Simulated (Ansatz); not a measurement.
# Data sheet: GeTe₄Pb₃ (DFT)

GeTe$_{4}$Pb$_{3}$:
```
GeTe4Pb3
1.0
    4.43775     0.00000     0.00000
    0.00000     4.43775     0.00000
    0.00000     0.00000    12.52842
Ge Te Pb
1 4 3
Direct
  0.00000   0.00000   0.00000
  0.00000   0.00000   0.23806
  0.00000   0.00000   0.76194
  0.50000   0.50000   0.00000
  0.50000   0.50000   0.50000
  0.50000   0.50000   0.75260
  0.50000   0.50000   0.24740
  0.00000   0.00000   0.50000
```

Space group P4/mmm (No. 123); conventional cell a = b = 4.438 Å, c = 12.528 Å, α = β = γ = 90.00°.

Method: the program Ansatz at the LDA level (PAW). Structure relaxed to zero pressure with the same functional. Other levels are named where they apply.

**Cell and energy**

```yaml
volume_per_atom: 30.84 Å³
density: 8.11 g/cm³
Formation energy from the elements (no fitted shifts): -248 meV/atom
```

**Electronic structure**

```yaml
band_gap: 0.39 eV (direct)
valence_band_maximum: at X
conduction_band_minimum: at X (2 equivalent valleys)
electron_effective_mass: 0.056, 0.19, 0.25 mₑ (principal values)
hole_effective_mass: 0.055, 0.068, 0.11 mₑ (principal values)
```

**Mechanics**

```yaml
Bulk modulus (Birch–Murnaghan fit): 50.6 GPa
Pressure derivative B′: 4.6
Elastic constants (relaxed ions, GPa): C11 = 91.4, C12 = 56.5, C13 = 4.7, C33 = 142, C44 = 17.0, C66 = 68.8
mechanical_stability: stable (all eigenvalues of C positive)
hill_bulk_and_shear_moduli: 50.7 and 31.1 GPa
Young's modulus: 77.5 GPa
Poisson's ratio: 0.25
debye_temperature_from_the_elastic_constants: 206 K
```

**Phonons**

```yaml
Highest zone-centre frequency (without LO–TO term): 122 cm^-1
zone_centre_stability: unstable, softest mode 99i cm⁻¹
```

The workflow started from a Materials Project entry (that database holds measured and hypothetical structures alike); the Crystallography Open Database copy checked does not list it. With Ge and Pb taken as one species the cell has the higher symmetry Fm-3m, so it may be an ordered model of a mixed-site phase. Whether it is the stable phase at ambient conditions was not checked. Symmetry was held in the LDA relaxation. The references are the lowest solids computed at this level, not always the standard phases. Spin–orbit coupling is left out wherever it is not named.

Potentials: the later of the program's two PAW sets.
